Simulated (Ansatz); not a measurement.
**Is this Li3GeN structure a true minimum?**

The structure comes from a proposed guess, relaxed at this level; another structure or a mixture of phases may lie lower.

Theory: Ansatz, DFT PBE, scalar-relativistic, plane waves, PAW. Cutoff 420 eV; k points 12×12×12 on the computed 5-atom cell (Γ-centred); Gaussian smearing, width 0.10 eV; no spin polarisation.

The cell below (5 atoms, space group R3m (No. 160)) is relaxed within its symmetry.

```yaml
crystal:
  lattice:
    - [1.84137, 1.06311, 5.40316]
    - [-1.84137, 1.06311, 5.40316]
    - [0.00000, -2.12623, 5.40316]
  atoms:
    - { symbol: Li, position: [0.34557, 0.34557, 0.34557] }
    - { symbol: Li, position: [0.63778, 0.63778, 0.63778] }
    - { symbol: Li, position: [0.86760, 0.86760, 0.86760] }
    - { symbol: Ge, position: [0.10462, 0.10462, 0.10462] }
    - { symbol: N, position: [0.98643, 0.98643, 0.98643] }
```

For the test a repeat of it with 10 atoms (edges 3.68, 5.81, 6.38 Å) was strained at random (σ = 1.5 % a component), the atoms were moved at random (σ = 0.05 Å), and all was relaxed again on a coarse 6×6×4 mesh (in the run’s order of axes) with 0.20 eV smearing, with no symmetry imposed.

Q: What happens?

A: It doesn't return. The energy falls by 20 meV/atom on that mesh, the volume changes by -0.5 %, and the end has space group Cm (No. 8) at a loose tolerance. Relaxed again on a 10×10×6 mesh with 0.10 eV smearing, the new structure lies 17 meV/atom below the first (mesh in the axes of the run's cell; the cell below is made exact in the group named). Space group Cm (No. 8), monoclinic, a = 10.984 Å, b = 3.752 Å, c = 6.191 Å, β = 97.7°. Around Li on its first site lie 3 N at 2.21–2.33 Å, 3 Li at 2.28–2.29 Å and 3 Ge at 2.65–2.74 Å; Li on its second site has 3 N at 2.09–2.12 Å, 3 Li at 2.13–2.24 Å and 1 Ge at 2.58 Å; around Ge on its first site lie 1 N at 1.94 Å, 3 Li at 2.53–2.58 Å, 4 Li at 2.74–2.88 Å and 2 Ge at 2.76 Å; N on its first site is surrounded by 1 Ge at 1.96 Å, 1 Li at 1.96 Å and 6 Li at 2.12–2.21 Å; 6 more sites not described.

```
Li Ge N
1.0
     5.49194   -1.87612    0.00000
     5.49194    1.87612    0.00000
    -0.83253    0.00000    6.13500
Li Ge N
6 2 2
Direct
  0.43916 0.43916 0.80739
  0.03689 0.03689 0.34743
  0.02821 0.02821 0.68895
  0.54339 0.54339 0.15299
  0.70431 0.70431 0.58541
  0.18779 0.18779 0.01780
  0.84399 0.84399 0.05917
  0.35094 0.35094 0.38812
  0.52555 0.52555 0.50409
  0.01374 0.01374 0.00665
```
